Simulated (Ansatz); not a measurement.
TePb: a run for the field gradients

```yaml
crystal:
  lattice:
    - [0.0, 3.231, 3.231]
    - [3.231, 0.0, 3.231]
    - [3.231, 3.231, 0.0]
  atoms:
    - { symbol: Te, position: [0.5, 0.5, 0.5] }
    - { symbol: Pb, position: [0.0, 0.0, 0.0] }
kpoints:
  mp_grid: { grid: [9, 9, 9] }
scf:
  max_iter: 50
hamiltonian:
  xc: pbe
  pseudopotentials: { kind: paw }
output:
  forces: true
  stress: true
  populations: true
  efg: { contact_densities: true }
```

```sh
ansatz run input.yaml --threads 1 --pin off --max-ram 3072MiB --backend cpu --events-out ev --progress --plain --runs-dir out
```

Question: Does this calculation finish, and if not, why?

Answer: The program refused the input. The input holds no occupation method. The program says:

```
Error: YAML parse error: `scf.occupations.method` is required: fixed only where the cell keeps a band gap throughout the run, explicit beside scf.occupations.values (under evaluate: without them), else a smearing such as fermi_dirac (scf.occupations.width is optional; its entry in the input reference gives the default)
```

Against a sound input the change was `scf.occupations`: {method: fermi_dirac, width: 0.05} → not typed; `scf.max_iter`: not typed → 50.
